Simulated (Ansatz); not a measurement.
RbPH2O4 in space group P2_1/m (No. 11; Pearson symbol mP16), PBE (plane waves, PAW; program Ansatz), all energies at zero smearing, with the estimated change up to a 700 eV cutoff added, with one set of potentials and settings (totals compare only within such a set). Cell of 16 atoms (2 Rb, 4 H, 2 P, 8 O): -12658.462 eV.

```json
[
 {"element": "Rb", "reference phase": "Cmcm, 2 atoms in the cell", "E (eV/atom)": "-3267.3525"},
 {"element": "H", "reference phase": "Cmce, 4 atoms in the cell", "E (eV/atom)": "-15.8838"},
 {"element": "P", "reference phase": "Cmce, 4 atoms in the cell", "E (eV/atom)": "-755.6743"},
 {"element": "O", "reference phase": "C2/m, 4 atoms in the cell, spin-polarised", "E (eV/atom)": "-565.0000"}
]
```

Formation energy per atom, worked out: (-12658.462 − 2×(-3267.3525) − 4×(-15.8838) − 2×(-755.6743) − 8×(-565.0000))/16 = -1.805 eV/atom (-174 kJ per mol of atoms), at 0 K, without zero-point energy or fitted corrections.

The first step of the workflow began from a Materials Project structure, measured or hypothetical; the Crystallography Open Database files this formula in space group No. 11, but the cells were not matched. Whether it is the stable phase at ambient conditions was not checked. The PBE relaxation kept the symmetry of its start; its stability against distortions is not shown here. The references are the lowest solids computed at this level, not always the standard phases (solids in place of the gases).

Potentials: the later of the program's two PAW sets.
